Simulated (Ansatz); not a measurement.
The numbers come from plane-wave PAW DFT (Ansatz): PBEsol, no spin polarisation, 420 eV, 7×7×7 Γ-centred k points, cold occupations (width 0.2113 eV). Nothing was relaxed.

Computed maps in the lattice plane spanned by b (left to right, 6.07 Å, 18 points from zero) and c (bottom to top, 6.07 Å, 18 points from zero), 60° apart, at height 0.250 along a. The fields are smooth PAW ones with compensation charges, not the true ones near nuclei.

Valence density. Digits on a logarithmic scale: 0 up to 0.03 e/Å³, each further digit a factor of 1.6, 9 from 1.3 e/Å³ up:
```
555554333345555555
567886432357886555
568999743358999755
458999964458999965
446999985456999985
334799986555799985
323468876555568875
333345555555555554
445543333455544333
467775322356654323
578998642357886433
579889863358999743
479867985358999964
358976897446999985
336898897534799985
324689987533468875
322357776432345665
433334554433344555
```

The cell is Ba2ReIO6. Which atoms lie within 0.2 Å of this plane, and where (fractions of b and c)?

Ba at (0.25, 0.25), O at (0.75, 0.25), O at (0.75, 0.75), O at (0.25, 0.75). The whole cell:
```
CELL_PARAMETERS angstrom
0.00000 4.29367 4.29367
4.29367 0.00000 4.29367
4.29367 4.29367 0.00000
ATOMIC_POSITIONS crystal
Ba 0.25000 0.25000 0.25000
Ba 0.75000 0.75000 0.75000
I 0.50000 0.50000 0.50000
O 0.75000 0.25000 0.25000
O 0.25000 0.75000 0.25000
O 0.25000 0.75000 0.75000
O 0.75000 0.25000 0.75000
O 0.25000 0.25000 0.75000
O 0.75000 0.75000 0.25000
Re 0.00000 0.00000 0.00000
```

Origin: a known structure type with other elements, at an estimated volume, so it need not be a known compound. Caveats: many states at the Fermi level without spin polarisation, so a magnetic state may lie lower; atoms or cell far from equilibrium; wide smearing.
